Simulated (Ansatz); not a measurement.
## Computed properties of In3Sb2As (ordering on zincblende)

All numbers come from Ansatz. These are computed values for a non-magnetic cell that may be hypothetical; none is a measurement.

The cell is In3Sb2As as one 6-atom ordering (P3m1) on the zincblende lattice; cell and atoms were relaxed with r2SCAN. Space group P3m1 (No. 156), trigonal; a = 4.536 Å, c = 11.105 Å in the conventional setting, 32.98 Å³ an atom. As has 4 In at 2.65–2.73 Å; Sb has 4 In at 2.81–2.84 Å; Sb has 4 In at 2.81–2.83 Å; In has 3 As at 2.73 Å and 1 Sb at 2.84 Å; In has 4 Sb at 2.81–2.83 Å; In has 1 As at 2.65 Å and 3 Sb at 2.81 Å.

```yaml
crystal:
  lattice:
    - [4.53608, 0.00000, 0.00000]
    - [-2.26804, 3.92836, 0.00000]
    - [0.00000, 0.00000, 11.10507]
  atoms:
    - { symbol: As, position: [0.00000, 0.00000, 0.00088] }
    - { symbol: Sb, position: [0.33333, 0.66667, 0.32676] }
    - { symbol: Sb, position: [0.66667, 0.33333, 0.67182] }
    - { symbol: In, position: [0.33333, 0.66667, 0.07071] }
    - { symbol: In, position: [0.66667, 0.33333, 0.41731] }
    - { symbol: In, position: [0.00000, 0.00000, 0.76254] }
```

Relaxed lattice by functional, symmetry kept:
```csv
functional,k mesh,a (Å),c (Å),volume (Å³/atom)
PBE,6×6×2,4.593,11.237,34.21
r2SCAN,6×6×2,4.536,11.105,32.98
```

Gaps on the r2SCAN cell, each the least over its mesh and the special points:
```json
{"level": "PBE", "k mesh": "6×6×2", "gap (eV)": "none (overlap 0.04)", "kind": "–", "edges": "–", "least direct gap (eV)": "–", "rough cost": "60 core-seconds"}
{"level": "PBE+SOC", "k mesh": "6×6×2", "gap (eV)": "0", "kind": "–", "edges": "–", "least direct gap (eV)": "–", "rough cost": "4 core-minutes"}
{"level": "r2SCAN", "k mesh": "6×6×2", "gap (eV)": "0", "kind": "–", "edges": "–", "least direct gap (eV)": "–", "rough cost": "50 core-seconds"}
```
All runs use a smearing of 0.02 eV.
Wave cutoffs: 420 eV, 500 eV (r2SCAN).
Costs come from shared machines and give only the order; PBE's includes the band path. The runs had 4 threads of AMD EPYC 7R43 64-Core Processor (Zen 3), with other jobs on the host.

With r2SCAN the gap closes, the bands meeting at Γ. PBE+SOC gives a gap of zero: filled and empty bands touch at A. With so small a gap spin-orbit coupling can invert the bands, which the size of the gap doesn't show: the edges may have crossed and parted again.

No level opens a gap, but no hybrid is among them, and semilocal functionals can close a real gap.

Only the levels marked +SOC include spin-orbit coupling.
